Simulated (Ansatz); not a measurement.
ZnO:
```xyz
6
Lattice="3.1674 0.0000 0.0000 -1.5837 2.7431 0.0000 0.0000 0.0000 7.6202" Properties=species:S:1:pos:R:3 pbc="T T T"
Zn     1.5845     0.0000     5.0802
Zn    -0.7923     1.3723     2.5401
Zn     0.7914     1.3708     0.0000
O      1.5841     0.0000     1.2700
O     -0.7920     1.3719     6.3502
O      0.7917     1.3712     3.8101
```

Relaxed with PBE in the plane-wave PAW code Ansatz. Indices refer to the conventional cell of P6_222, a = 3.1674 Å, b = 3.1674 Å, c = 7.6202 Å, α = 90.00°, β = 90.00°, γ = 120.00°.

Simulate the powder diffraction pattern (Fe Kα, λ = 1.93735 Å; lines above 1 %) up to 2θ = 90°.

Simulated powder pattern, Fe Kα, λ = 1.93735 Å (kinematic, ideal powder, no thermal factors, no anomalous dispersion; the 30 strongest lines at most, above 1 %, up to 2θ = 90°):

| 2θ (°) | d (Å) | I/Imax (%) | hkl |
|---|---|---|---|
| 41.36 | 2.743 | 24 | (1 0 -1 0) |
| 44.09 | 2.581 | 62 | (1 0 -1 1) |
| 44.84 | 2.540 | 22 | (0003) |
| 51.59 | 2.226 | 100 | (1 0 -1 2) |
| 62.63 | 1.864 | 5.9 | (1 0 -1 3) |
| 75.42 | 1.584 | 3.9 | (1 1 -2 0) |
| 76.50 | 1.565 | 30 | (1 0 -1 4) |
| 77.32 | 1.551 | 14 | (1 1 -2 1) |
| 82.96 | 1.462 | 24 | (1 1 -2 2) |
| 89.87 | 1.372 | 23 | (2 0 -2 0) |

The start of the workflow was typed in or built on a structure type; neither database checked (COD, Materials Project) lists it. It is not the phase usual at ambient conditions (space group No. 186). The PBE relaxation kept the symmetry of its start; whether a distortion lowers the energy is not shown. Point labels and valley counts follow the cell and symmetry of the run, lower than the named group.

Potentials: the later of the program's two PAW sets.
